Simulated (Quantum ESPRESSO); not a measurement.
BSi2O5F, one run as intended and one with a planted mistake

Simulated, not a measurement. The program is pw.x of Quantum ESPRESSO 7.5 (plane-wave density functional theory). The cell is made up: 9 atoms on a quartz lattice, with randomly drawn elements, strain and displacements, not relaxed. PseudoDojo standard norm-conserving files (v0.5 for PBE, v0.4.1 for LDA and PBEsol) set the functional; there is no spin polarisation, spin-orbit coupling or dispersion term, and the masses in the input are unused placeholders.

Intended input:

```
&control calculation='scf', pseudo_dir='./dojo.nc.sr.pbe.v0_5.standard.upf', outdir='./o', disk_io='low', tprnfor=.true., tstress=.true. /
&system ibrav=0, nat=9, ntyp=4, nbnd=30, ecutwfc=84.00895049, nosym=.true., tot_charge=0,
 occupations='smearing', smearing='fd', degauss=0.0018374661
/
&electrons conv_thr=7.350e-09, electron_maxstep=60, /
ATOMIC_SPECIES
B 1.0 B.upf
F 1.0 F.upf
O 1.0 O.upf
Si 1.0 Si.upf
CELL_PARAMETERS angstrom
4.9444 -0.0103 -0.0361
-2.4812 4.3502 0.0939
-0.0396 0.0961 5.4239
ATOMIC_POSITIONS angstrom
B 2.3428 0.058 3.5289
Si -1.2621 2.0548 1.8223
Si 1.3214 2.3804 0.0834
O 1.2898 1.2632 4.3401
O 3.2425 0.6384 2.4837
O 2.9292 2.5948 0.6736
F 0.4096 1.7719 1.0358
O -1.1872 3.1032 3.0781
O 0.8012 3.7136 4.9211
K_POINTS automatic
5 5 4 1 1 1
```

The log is shortened where brackets say so; the opening notice, blank lines, dates and the lines on written files are dropped, and the path of the files is cut. It prints rydbergs, bohrs and kilobars, and counts compression as positive stress. Where no state is partly filled, the Fermi energy that it prints is only some level between the filled and the empty states on the mesh, and need not lie in the true gap.

Log of the intended run:

```
     Program PWSCF v.7.5
     Parallel version (MPI & OpenMP), running on       4 processor cores
     Number of MPI processes:                 4
     Threads/MPI process:                     1
     [start-up lines left out]
     bravais-lattice index     =            0
     lattice parameter (alat)  =       9.3438  a.u.
     unit-cell volume          =     786.0633 (a.u.)^3
     number of atoms/cell      =            9
     number of atomic types    =            4
     number of electrons       =        48.00
     number of Kohn-Sham states=           30
     kinetic-energy cutoff     =      84.0090  Ry
     charge density cutoff     =     336.0358  Ry
     scf convergence threshold =      7.3E-09
     mixing beta               =       0.7000
     number of iterations used =            8  plain     mixing
     Exchange-correlation= PBE
                           (   1   4   3   4   0   0   0)
     [axes and pseudopotential details left out]
   Cartesian axes
     site n.     atom                  positions (alat units)
         1        B      tau(   1) = (   0.4738153   0.0117301   0.7136960  )
         2        Si     tau(   2) = (  -0.2552511   0.4155693   0.3685477  )
         3        Si     tau(   3) = (   0.2672441   0.4814197   0.0168671  )
         4        O      tau(   4) = (   0.2608533   0.2554736   0.8777556  )
         5        O      tau(   5) = (   0.6557735   0.1291120   0.5023114  )
         6        O      tau(   6) = (   0.5924107   0.5247806   0.1362310  )
         7        F      tau(   7) = (   0.0828388   0.3583547   0.2094835  )
         8        O      tau(   8) = (  -0.2401031   0.6276010   0.6225247  )
         9        O      tau(   9) = (   0.1620372   0.7510503   0.9952589  )
     number of k points=    50  Fermi-Dirac smearing, width (Ry)=  0.0018
                       cart. coord. in units 2pi/alat
        k(    1) = (   0.1011704   0.1689554   0.1116978), wk =   0.0400000
        k(    2) = (   0.1028267   0.1649789   0.3396856), wk =   0.0400000
     [further k points left out]
     Dense  grid:    81779 G-vectors     FFT dimensions: (  60,  60,  60)
     Estimated max dynamical RAM per process >     165.68 MB
     Estimated total dynamical RAM >     602.80 MB
     Initial potential from superposition of free atoms
     starting charge      47.9985, renormalised to      48.0000
     Starting wfcs are   36 randomized atomic wfcs
     total cpu time spent up to now is        2.6 secs
     per-process dynamical memory:   129.9 Mb
     Self-consistent Calculation
     iteration #  1     ecut=    84.01 Ry     beta= 0.70
     Davidson diagonalization with overlap
     ethr =  1.00E-02,  avg # of iterations =  3.0
     total cpu time spent up to now is        7.0 secs
     total energy              =    -236.81802670 Ry
     estimated scf accuracy    <       2.27374528 Ry
     iteration #  2     ecut=    84.01 Ry     beta= 0.70
     Davidson diagonalization with overlap
     ethr =  4.74E-03,  avg # of iterations =  2.1
     total cpu time spent up to now is       11.1 secs
     total energy              =    -237.38213183 Ry
     estimated scf accuracy    <       2.03588138 Ry
     [iterations 3 to 9 left out]
     iteration # 10     ecut=    84.01 Ry     beta= 0.70
     Davidson diagonalization with overlap
     ethr =  1.13E-09,  avg # of iterations =  2.0
     total cpu time spent up to now is       42.6 secs
     total energy              =    -237.77895869 Ry
     estimated scf accuracy    <       0.00000007 Ry
     iteration # 11     ecut=    84.01 Ry     beta= 0.70
     Davidson diagonalization with overlap
     ethr =  1.53E-10,  avg # of iterations =  2.1
     total cpu time spent up to now is       46.3 secs
     End of self-consistent calculation
     [lines on levels left out]
     the Fermi energy is     4.4881 ev
!    total energy              =    -237.77895871 Ry
     estimated scf accuracy    <          5.0E-09 Ry
     smearing contrib. (-TS)   =       0.00000000 Ry
     internal energy E=F+TS    =    -237.77895871 Ry
     The total energy is F=E-TS. E is the sum of the following terms:
     one-electron contribution =    -119.80427230 Ry
     hartree contribution      =      84.27186752 Ry
     xc contribution           =     -61.91833683 Ry
     ewald contribution        =    -140.32821710 Ry
     convergence has been achieved in  11 iterations
     Forces acting on atoms (cartesian axes, Ry/au):
     atom    1 type  1   force =    -0.02554003    0.00644051    0.05901594
     atom    2 type  4   force =     0.09740779   -0.06596529    0.37375507
     atom    3 type  4   force =     0.38079230   -0.14280706   -0.31497096
     atom    4 type  3   force =     0.09393058   -0.07457337   -0.03288841
     atom    5 type  3   force =    -0.05665276   -0.05119528    0.03138017
     atom    6 type  3   force =    -0.21648727    0.07377750   -0.23881353
     atom    7 type  2   force =    -0.23091587   -0.14588937    0.29084263
     atom    8 type  3   force =     0.12210098    0.09505295    0.00345604
     atom    9 type  3   force =    -0.16463572    0.30515941   -0.17177695
     Total force =     0.941712     Total SCF correction =     0.000087
     Computing stress (Cartesian axis) and pressure
          total   stress  (Ry/bohr**3)                   (kbar)     P=        4.93
  -0.00005892  -0.00024457   0.00012184           -8.67      -35.98       17.92
  -0.00024457  -0.00010094  -0.00123833          -35.98      -14.85     -182.17
   0.00012184  -0.00123833   0.00026037           17.92     -182.17       38.30
     init_run     :      2.42s CPU      2.52s WALL (       1 calls)
     electrons    :     43.49s CPU     43.79s WALL (       1 calls)
     forces       :      0.74s CPU      0.75s WALL (       1 calls)
     stress       :      2.38s CPU      2.38s WALL (       1 calls)
     [timing details left out]
     PWSCF        :     49.11s CPU     49.57s WALL
     JOB DONE.
```

A second run has one planted mistake: the cell and the positions are scaled by a wrong factor. The input lines that differ, file-writing options aside:

```
- 4.9444 -0.0103 -0.0361
+ 5.0032 -0.0104 -0.0365
- -2.4812 4.3502 0.0939
+ -2.5107 4.402 0.095
- -0.0396 0.0961 5.4239
+ -0.0401 0.0972 5.4884
- B 2.3428 0.058 3.5289
+ B 2.3707 0.0587 3.5709
- Si -1.2621 2.0548 1.8223
+ Si -1.2771 2.0793 1.844
- Si 1.3214 2.3804 0.0834
+ Si 1.3371 2.4087 0.0844
- O 1.2898 1.2632 4.3401
+ O 1.3051 1.2782 4.3917
- O 3.2425 0.6384 2.4837
+ O 3.2811 0.646 2.5133
- O 2.9292 2.5948 0.6736
+ O 2.9641 2.6257 0.6816
- F 0.4096 1.7719 1.0358
+ F 0.4145 1.793 1.0481
- O -1.1872 3.1032 3.0781
+ O -1.2013 3.1401 3.1147
- O 0.8012 3.7136 4.9211
+ O 0.8107 3.7578 4.9797
```

Its log:

```
     Program PWSCF v.7.5
     Parallel version (MPI & OpenMP), running on       4 processor cores
     Number of MPI processes:                 4
     Threads/MPI process:                     1
     [start-up lines left out]
     bravais-lattice index     =            0
     lattice parameter (alat)  =       9.4549  a.u.
     unit-cell volume          =     814.4564 (a.u.)^3
     number of atoms/cell      =            9
     number of atomic types    =            4
     number of electrons       =        48.00
     number of Kohn-Sham states=           30
     kinetic-energy cutoff     =      84.0090  Ry
     charge density cutoff     =     336.0358  Ry
     scf convergence threshold =      7.3E-09
     mixing beta               =       0.7000
     number of iterations used =            8  plain     mixing
     Exchange-correlation= PBE
                           (   1   4   3   4   0   0   0)
     [axes and pseudopotential details left out]
   Cartesian axes
     site n.     atom                  positions (alat units)
         1        B      tau(   1) = (   0.4738231   0.0117322   0.7137027  )
         2        Si     tau(   2) = (  -0.2552493   0.4155821   0.3685535  )
         3        Si     tau(   3) = (   0.2672413   0.4814180   0.0168687  )
         4        O      tau(   4) = (   0.2608455   0.2554691   0.8777530  )
         5        O      tau(   5) = (   0.6557814   0.1291137   0.5023241  )
         6        O      tau(   6) = (   0.5924238   0.5247890   0.1362289  )
         7        F      tau(   7) = (   0.0828446   0.3583603   0.2094799  )
         8        O      tau(   8) = (  -0.2400994   0.6276003   0.6225237  )
         9        O      tau(   9) = (   0.1620316   0.7510577   0.9952744  )
     number of k points=    50  Fermi-Dirac smearing, width (Ry)=  0.0018
                       cart. coord. in units 2pi/alat
        k(    1) = (   0.1011690   0.1689523   0.1116997), wk =   0.0400000
        k(    2) = (   0.1028239   0.1649760   0.3396876), wk =   0.0400000
     [further k points left out]
     Dense  grid:    84677 G-vectors     FFT dimensions: (  60,  60,  64)
     Estimated max dynamical RAM per process >     171.86 MB
     Estimated total dynamical RAM >     625.43 MB
     Initial potential from superposition of free atoms
     starting charge      47.9985, renormalised to      48.0000
     Starting wfcs are   36 randomized atomic wfcs
     total cpu time spent up to now is        2.8 secs
     per-process dynamical memory:   131.3 Mb
     Self-consistent Calculation
     iteration #  1     ecut=    84.01 Ry     beta= 0.70
     Davidson diagonalization with overlap
     ethr =  1.00E-02,  avg # of iterations =  3.0
     total cpu time spent up to now is        7.6 secs
     total energy              =    -236.80082637 Ry
     estimated scf accuracy    <       2.27323581 Ry
     iteration #  2     ecut=    84.01 Ry     beta= 0.70
     Davidson diagonalization with overlap
     ethr =  4.74E-03,  avg # of iterations =  2.1
     total cpu time spent up to now is       12.2 secs
     total energy              =    -237.33665783 Ry
     estimated scf accuracy    <       2.23576848 Ry
     [iterations 3 to 9 left out]
     iteration # 10     ecut=    84.01 Ry     beta= 0.70
     Davidson diagonalization with overlap
     ethr =  1.40E-09,  avg # of iterations =  2.0
     total cpu time spent up to now is       45.8 secs
     total energy              =    -237.77498729 Ry
     estimated scf accuracy    <       0.00000013 Ry
     iteration # 11     ecut=    84.01 Ry     beta= 0.70
     Davidson diagonalization with overlap
     ethr =  2.75E-10,  avg # of iterations =  2.0
     total cpu time spent up to now is       49.5 secs
     End of self-consistent calculation
     [lines on levels left out]
     the Fermi energy is     4.0009 ev
!    total energy              =    -237.77498731 Ry
     estimated scf accuracy    <          6.9E-09 Ry
     smearing contrib. (-TS)   =       0.00000000 Ry
     internal energy E=F+TS    =    -237.77498731 Ry
     The total energy is F=E-TS. E is the sum of the following terms:
     one-electron contribution =    -122.48912007 Ry
     hartree contribution      =      85.12406421 Ry
     xc contribution           =     -61.73192363 Ry
     ewald contribution        =    -138.67800782 Ry
     convergence has been achieved in  11 iterations
     Forces acting on atoms (cartesian axes, Ry/au):
     atom    1 type  1   force =    -0.01789517    0.01074554    0.05021417
     atom    2 type  4   force =     0.07050815   -0.05305446    0.35321996
     atom    3 type  4   force =     0.34574154   -0.12940649   -0.30653135
     atom    4 type  3   force =     0.09253147   -0.06233384   -0.02125062
     atom    5 type  3   force =    -0.05768466   -0.03731321    0.03217732
     atom    6 type  3   force =    -0.20021224    0.05484482   -0.20400987
     atom    7 type  2   force =    -0.20559110   -0.12552935    0.25860083
     atom    8 type  3   force =     0.11953386    0.08180799   -0.01022301
     atom    9 type  3   force =    -0.14693184    0.26023900   -0.15219743
     Total force =     0.852984     Total SCF correction =     0.000096
     Computing stress (Cartesian axis) and pressure
          total   stress  (Ry/bohr**3)                   (kbar)     P=      -44.79
  -0.00032231  -0.00022509   0.00009648          -47.41      -33.11       14.19
  -0.00022509  -0.00046813  -0.00108421          -33.11      -68.86     -159.49
   0.00009648  -0.00108421  -0.00012298           14.19     -159.49      -18.09
     init_run     :      2.61s CPU      2.72s WALL (       1 calls)
     electrons    :     46.40s CPU     46.78s WALL (       1 calls)
     forces       :      0.76s CPU      0.76s WALL (       1 calls)
     stress       :      2.44s CPU      2.45s WALL (       1 calls)
     [timing details left out]
     PWSCF        :     52.33s CPU     52.87s WALL
     JOB DONE.
```

```
                                            intended run  run with the mistake
                          free energy (eV)     -3235.148             -3235.094
                    smearing term -TS (eV)        0.0000                0.0000
                            pressure (GPa)          0.49                 -4.48
            largest force component (eV/Å)         9.791                 9.082
largest change of a force component (eV/Å)                               1.155
                                iterations            11                    11
```

For scale, a rerun of the intended cell at a cutoff of 1437 eV and k mesh 7 x 7 x 6 moved values by no more than 0.002 eV in energy, 0.03 GPa in stress and 0.003 eV/Å in force.